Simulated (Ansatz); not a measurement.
## Computed properties of EuBPd₃

EuBPd3:
```
CELL_PARAMETERS angstrom
      4.33746     0.00000     0.00000
      0.00000     4.33746     0.00000
      0.00000     0.00000     4.33746
ATOMIC_POSITIONS crystal
  Eu 0.00000 0.00000 0.00000
  Pd 0.00000 0.50000 0.50000
  Pd 0.50000 0.00000 0.50000
  Pd 0.50000 0.50000 0.00000
  B  0.50000 0.50000 0.50000
```
The run is spin-polarised; directions of the spins, atom by atom: ↑ 0 0 0 0.

Space group Pm-3m (No. 221), cubic perovskite; conventional cell a = b = c = 4.3375 Å, α = β = γ = 90.00°.

Method: r²SCAN (plane waves, PAW; program Ansatz). Geometry: relaxed at this level of theory. Other levels are named where they apply.

### Cell and energy

- Volume per atom = 16.32 Å³
- Density = 9.81 g/cm³
- Formation energy from the elements (no fitted shifts) = -0.52 eV/atom

### Electronic structure

- Electronic character: metallic (no gap)
- Density of states at the Fermi level: 1.3 states/eV per atom (mean over ±0.08 eV)

### Magnetism

- Magnetic order = ferromagnetic
- Net moment = 1.36 μB per atom

### Mechanics

- Bulk modulus (Birch–Murnaghan fit) = 130 GPa
- Pressure derivative B′ = 4.8

The workflow started from an entry of the Crystallography Open Database (COD). Its standing as an ambient phase is unchecked. Symmetry was held in the r²SCAN relaxation; whether a distortion lowers the energy is not shown. Spin order of the final state: ferromagnetic, the only order run, not a proven ground state. Caveat: open 4f shells can settle in a state that is not the lowest. Other orbital occupations within this spin state were not tried. No Hubbard U is applied. The references are the lowest solids computed at this level, not always the standard phases. Spin–orbit coupling is left out wherever it is not named.

Potentials: the later of the program's two PAW sets.
